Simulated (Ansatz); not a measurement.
Si$_{3}$Ge:
```yaml
crystal:
  lattice:
    - [3.91404, 0.00000, 0.00000]
    - [0.00000, 3.91404, 0.00000]
    - [0.00000, 0.00000, 5.52737]
  atoms:
    - { symbol: Si, position: [0.50000, 0.00000, 0.75588] }
    - { symbol: Si, position: [0.00000, 0.00000, 0.00000] }
    - { symbol: Si, position: [0.00000, 0.50000, 0.24412] }
    - { symbol: Ge, position: [0.50000, 0.50000, 0.50000] }
```

This is the PBE-relaxed structure. Cartesian axes are those of the cell as given.

Question: All from PBE (plane waves, PAW; program Ansatz), unless another level is named. Predict the electron effective mass.

Answer: 0.19, 0.41, 0.41 mₑ (principal values).

Question: Next, the gap with spin–orbit coupling?

Answer: 0.35 eV.

Question: And the hole effective mass with spin–orbit coupling?

Answer: 0.15, 0.16, 0.25 mₑ (principal values).

Question: Predict the hole effective mass, band 1 of 2 at the edge.

Answer: 2.3 along x, 0.26 along z (mₑ).

Question: Next, the conduction-band minimum?

Answer: at M.

Space group P-4m2. The start of the workflow was typed in or built on a structure type; neither database checked (COD, Materials Project) lists it. Its standing as an ambient phase is unchecked. The PBE relaxation kept the symmetry of its start; its stability against distortions is not shown here. Scalar-relativistic: spin–orbit coupling is off unless named, which matters more the heavier the elements.

Potentials: the later of the program's two PAW sets.
